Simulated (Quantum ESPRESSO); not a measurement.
Band energies of GeTe monolayer

```
GeTe
1.0
    3.87892     0.00000     0.00000
   -1.93946     3.35924     0.00000
    0.00000     0.00000    14.40000
Ge Te
1 1
Direct
  0.33333   0.66667   0.05390
  0.00000   0.00000   0.94610
```

PBEsol (pw.x of Quantum ESPRESSO, ONCV potentials, with spin-orbit coupling); path ΓMKΓ; energies in eV from the valence-band maximum.

```csv
k (1/Å),point,band 30,band 31,band 32,band 33,band 34,band 35,band 36,band 37
0.00,Γ,0.00,1.78,1.78,3.10,3.10,3.37,3.37,4.93
0.10,,-0.18,1.96,2.12,3.07,3.13,3.37,3.38,4.98
0.21,,-0.38,2.12,2.29,3.24,3.27,3.52,3.52,5.12
0.31,,-0.48,1.90,1.97,3.57,3.65,3.75,3.78,5.29
0.52,,-0.62,1.40,1.43,3.59,3.68,3.95,3.98,5.65
0.62,,-0.86,1.37,1.42,3.28,3.34,3.97,3.98,5.92
0.73,,-1.19,1.49,1.54,2.97,3.01,3.95,3.96,5.72
0.94,M,-1.58,1.74,1.74,2.65,2.65,3.93,3.93,5.43
1.04,,-1.49,1.94,2.09,2.63,2.64,3.77,3.83,5.49
1.15,,-1.48,2.17,2.39,2.86,2.91,3.56,3.66,5.70
1.37,,-1.55,1.67,1.76,3.63,3.74,3.93,3.99,6.95
1.48,K,-1.62,1.57,1.65,3.77,3.92,3.93,3.99,7.13
1.57,,-1.51,1.65,1.73,3.56,3.66,4.07,4.14,7.22
1.77,,-1.01,2.19,2.25,2.87,2.95,4.23,4.32,6.51
1.87,,-0.76,2.37,2.46,2.75,2.82,4.19,4.27,6.16
1.97,,-0.58,2.23,2.40,2.96,3.06,4.13,4.21,5.91
2.16,,-0.47,2.13,2.41,3.11,3.21,4.08,4.19,5.49
2.26,,-0.48,2.18,2.51,3.00,3.15,3.87,3.97,5.29
2.36,,-0.37,2.17,2.48,2.96,3.11,3.55,3.60,5.11
2.56,Γ,0.00,1.78,1.78,3.10,3.10,3.37,3.37,4.93
```

The PBEsol gap is indirect, 1.37 eV, from Γ to 67 % of the way from Γ to M; the smallest direct gap is 1.78 eV.

Geometry relaxed with PBEsol.

This is a model layer cut from the bulk structure; whether it is stable on its own was not checked.
